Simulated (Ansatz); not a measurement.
Consider the following.

LiNbO3:
```cif
data_Li6Nb6O18
_chemical_formula_sum 'Li6 Nb6 O18'
_space_group_name_H-M_alt 'R3c :H'
_space_group_IT_number 161
_space_group_name_Hall 'R 3 -2"c'
_cell_length_a 5.13733
_cell_length_b 5.13733
_cell_length_c 13.88648
_cell_angle_alpha 90.000
_cell_angle_beta 90.000
_cell_angle_gamma 120.000
loop_
_atom_site_label
_atom_site_type_symbol
_atom_site_symmetry_multiplicity
_atom_site_Wyckoff_symbol
_atom_site_fract_x
_atom_site_fract_y
_atom_site_fract_z
_atom_site_occupancy
Li1 Li 6 a 0.00000 0.00000 0.20223 1
Nb1 Nb 6 a 0.00000 0.00000 0.48413 1
O1 O 18 b 0.01018 0.37795 0.25445 1
```
(The calculation used a cell of 10 atoms; values per cell refer to that cell.)

This is the r²SCAN-relaxed structure.

Task: All from the program Ansatz at the r²SCAN level (PAW), unless another level is named. Predict the smallest direct gap on the standard path.

Result: 4.08 eV.

Task: What about the gap with spin–orbit coupling?

Result: 3.96 eV.

Task: Next, the electron effective mass?

Result: 0.64, 1.0, 7.9 mₑ (principal values).

Task: Predict the weight of the conduction-edge state by species (Voronoi cells).

Result: Nb 70 %, O 29 %.

Task: What about the weight of the valence-edge state by species (Voronoi cells)?

Result: O 96 %, Nb 2 %.

The cell was relaxed with r²SCAN under the symmetry of its start. The run is not spin-polarised. Scalar-relativistic: spin–orbit coupling is off unless named, which matters more the heavier the elements.

Potentials: the later of the program's two PAW sets.
